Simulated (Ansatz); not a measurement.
**Cu4AgN: reading a single point**

```xyz
6
Lattice="0.0000 3.3559 3.3559 3.3559 0.0000 3.3559 3.3559 3.3559 0.0000" Properties=species:S:1:pos:R:3 pbc="T T T"
Cu    4.1949    4.1949    4.1949
Cu    4.1949    2.5170    2.5170
Cu    2.5170    2.5170    4.1949
Cu    2.5170    4.1949    2.5170
Ag    0.0000    0.0000    0.0000
N     1.6780    1.6780    1.6780
```

Single point in Ansatz 0.2.0 with PBE, with U_eff = 1.97 eV on Cu d, V = 1.26 eV between Cu d and N p within 3.339 Å (all-electron-ortho-atomic projectors), collinear spin. Cutoff 420 eV, PAW datasets, 6×6×6 Γ-centred k mesh, methfessel-paxton filling (width 0.1562 eV).

The state carries no moments; the state need not be the lowest.

**Question.** Metal or insulator?

**Answer.** It is a metal, with about 0.73 states/eV a cell as the mean within 0.25 eV of the Fermi level, mostly N p (35 %), Cu s (32 %) and Cu d (13 %).

**Question.** Give the Bader charges.

**Answer.** Bader charges in e: Cu +0.13, Ag +0.17, N -0.68. In the mean Ag gives up most and N takes most.

**Question.** Which atom feels the largest force, and which way?

**Answer.** The largest is on Cu4 (and as large on other atoms): 0.14 eV/Å, components (0.08, -0.08, 0.08). It makes 145° with the line to a nearest neighbour, Cu1 at 2.37 Å, pointing away from it.

**Question.** Is the cell too large or too small?

**Answer.** The pressure is 4.6 GPa (compression positive), so with the atoms held at these fractions the cell would first expand.

Origin: a known structure type with other elements, at an estimated volume, so it need not be a known compound. Caveats: the input typed no starting moments; wide smearing.
